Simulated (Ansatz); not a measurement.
# Relaxing an invented ScAl₃As₄ structure

These are results of DFT PBE, scalar-relativistic, plane waves, PAW in Ansatz 0.2.0, not measurements. Cutoff 420 eV, Gaussian smearing, Γ-centred meshes. Cell and atoms relax first on a coarse mesh, the cell is then made exact in the group found at 0.06 to 0.08 Å, and last on a converged mesh; the steps can't lower the symmetry of their start. No spin polarisation.

The cell of ScAl₃As₄ is invented: species swapped into a database cell of Mn3CrP4 (Pm, No. 6), with Al on the Mn sites, Sc on the Cr sites and As on the P sites. Lengths were set from tabulated atomic sizes, so they are only a guess.

```yaml
crystal:
  lattice:
    - [5.75733, 0.00000, 0.00000]
    - [0.00000, 3.49004, 0.00000]
    - [-0.02864, 0.00000, 6.47805]
  atoms:
    - { symbol: Sc, position: [0.50371, 0.50000, 0.69595] }
    - { symbol: Al, position: [0.00380, 0.50000, 0.80489] }
    - { symbol: Al, position: [0.49773, 0.00000, 0.30235] }
    - { symbol: Al, position: [0.99688, 0.00000, 0.19685] }
    - { symbol: As, position: [0.68862, 0.50000, 0.07016] }
    - { symbol: As, position: [0.18890, 0.50000, 0.42833] }
    - { symbol: As, position: [0.30977, 0.00000, 0.93024] }
    - { symbol: As, position: [0.81059, 0.00000, 0.57124] }
```

Formation energies are uncorrected and refer to the elements' standard structures at the same level.

Q: What does it relax into?

A: The symmetry goes from Pm (No. 6) to P2/m (No. 10). The volume per atom grows by 18.0 %, from 16.3 to 19.2 Å³. The shortest distance goes from 2.50 Å (Al–As) to 2.56 Å (Al–As). The end is written in a standard setting, so origin, axes and order of atoms can differ from the start's. Conventional cell: a = 6.111 Å, b = 3.803 Å, c = 6.612 Å, β = 91.5°. Sc is surrounded by 6 As at 2.74–2.75 Å and 2 Al at 3.06 Å; around Al on its first site lie 6 As at 2.63–2.69 Å and 2 Sc at 3.06 Å; Al on its second site is surrounded by 6 As at 2.64–2.78 Å and 2 Al at 3.06 Å; around Al on its third site lie 6 As at 2.56–2.68 Å and 2 Al at 3.06 Å; As on its first site is surrounded by 5 Al at 2.64–2.69 Å and 1 Sc at 2.75 Å; 1 more site not described.

```cif
data_structure
_symmetry_space_group_name_H-M 'P2/m'
_symmetry_Int_Tables_number 10
_cell_length_a 6.1110
_cell_length_b 3.8032
_cell_length_c 6.6117
_cell_angle_alpha 90.000
_cell_angle_beta 91.536
_cell_angle_gamma 90.000
_cell_volume 153.61
loop_
_atom_site_label
_atom_site_type_symbol
_atom_site_symmetry_multiplicity
_atom_site_Wyckoff_symbol
_atom_site_fract_x
_atom_site_fract_y
_atom_site_fract_z
_atom_site_occupancy
Sc1 Sc 1 e 0.50000 0.50000 0.00000 1
Al1 Al 1 b 0.00000 0.50000 0.00000 1
Al2 Al 1 g 0.50000 0.00000 0.50000 1
Al3 Al 1 c 0.00000 0.00000 0.50000 1
As1 As 2 n 0.74833 0.50000 0.65991 1
As2 As 2 m 0.22861 0.00000 0.82989 1
```

Q: How does it come out in energy, and is it a metal?

A: The formation energy is −0.50 eV/atom. The gap on the 6×8×6 mesh of the 8-atom cell is 0 eV (a metal).

The last run used Gaussian smearing of 0.10 eV. The reference form of As is held partly by dispersion forces, which this level lacks. A structure relaxed within its symmetry needn't be a true minimum. Another cell of the same search, in P3m1, lies 89 meV/atom lower, so this cell isn't the stable form at this level.
